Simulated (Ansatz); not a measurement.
Clean, relaxed (101) surface of TiAl, space group P4/mmm (No. 123) (top face towards +c; atoms held fixed, by place in the list: 1, 2, 3, 4):

```
CELL_PARAMETERS angstrom
2.79516 0.00000 0.00000
0.00000 4.91165 0.00000
0.00000 0.00000 23.89519
ATOMIC_POSITIONS crystal
Ti 0.00000 0.32386 0.35572
Al 0.50000 0.82386 0.35572
Ti 0.00000 0.64772 0.45191
Al 0.50000 0.14772 0.45191
Ti 0.00000 0.97146 0.54756
Al 0.50000 0.47129 0.54845
Ti 0.00000 0.28469 0.64114
Al 0.50000 0.78279 0.64670
```

Theory: Ansatz, DFT PBEsol, scalar-relativistic, plane waves, PAW. Plane waves to 420 eV, a k mesh through Γ of 10×6×1 on the computed 8-atom cell and Gaussian smearing (0.10 eV); no spin polarisation. The cell repeats along c with a dipole correction in the vacuum.

E_ads counts from the clean slab and the free adsorbate (spin-polarised where it has unpaired electrons); negative means bound. With the adsorbate the cell is lengthened along c to keep the vacuum.

Question: B (atom) is put at the top (Al) at (0.50, 0.78) site, one adsorbate per 13.7 Å². What structure does it relax to?

Answer: E_ads = -5.24 eV. Contacts: B–Ti 2.10 Å, B–Al 2.42 Å.

```yaml
crystal:
  lattice:
    - [2.79516, 0.00000, 0.00000]
    - [0.00000, 4.91165, 0.00000]
    - [0.00000, 0.00000, 25.89519]
  atoms:
    - { symbol: Ti, position: [0.00000, 0.32386, 0.32825] }
    - { symbol: Al, position: [0.50000, 0.82386, 0.32825] }
    - { symbol: Ti, position: [0.00000, 0.64772, 0.41700] }
    - { symbol: Al, position: [0.50000, 0.14772, 0.41700] }
    - { symbol: Ti, position: [0.00000, 0.96050, 0.50744] }
    - { symbol: Al, position: [0.50000, 0.47297, 0.50356] }
    - { symbol: Ti, position: [0.00000, 0.31444, 0.59217] }
    - { symbol: Al, position: [0.50000, 0.80745, 0.59743] }
    - { symbol: B, position: [0.50000, 0.40171, 0.65038] }
```

Each end is the local minimum or symmetric point that its start leads to. The slab is only 6.9 Å thick, so the energies aren't converged with thickness.